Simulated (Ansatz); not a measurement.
# Structure relaxation, Ba

The start is a generated cell, Ba placed in the omega structure type. The structure is fully relaxed (lattice and positions, P = 0) with r2SCAN (plane waves to 500 eV, PAW, scalar-relativistic; Ansatz, a first-principles code). The first steps use a coarse 6×6×8 k-mesh.

The start:
```
Ba
1.0
    7.09169     0.00000     0.00000
   -3.54584     6.14158     0.00000
    0.00000     0.00000     4.31328
Ba
3
Direct
  0.00000   0.00000   0.00000
  0.33333   0.66667   0.50000
  0.66667   0.33333   0.50000
```

### Question
How does the volume change?

### Answer
+5.8 %, from 62.62 to 66.28 Å³/atom.

The space group stays P6/mmm (No. 191) (the run could not lower it), with 3 atoms in the primitive cell. Final values are on a 8×8×11 k-mesh of the relaxed cell. No spin polarisation in the result.

The run could not lower the symmetry of its start; a shaken copy of this end point relaxes with r2SCAN to Im-3m (No. 229), 0.06 eV/atom lower.

The relaxed structure here is a generated cell of Ba: the first start was made by placing the elements on the sites of a structure type, and the end was not matched to a known phase here, so it may be hypothetical. Known forms of Ba include space group No. 229.
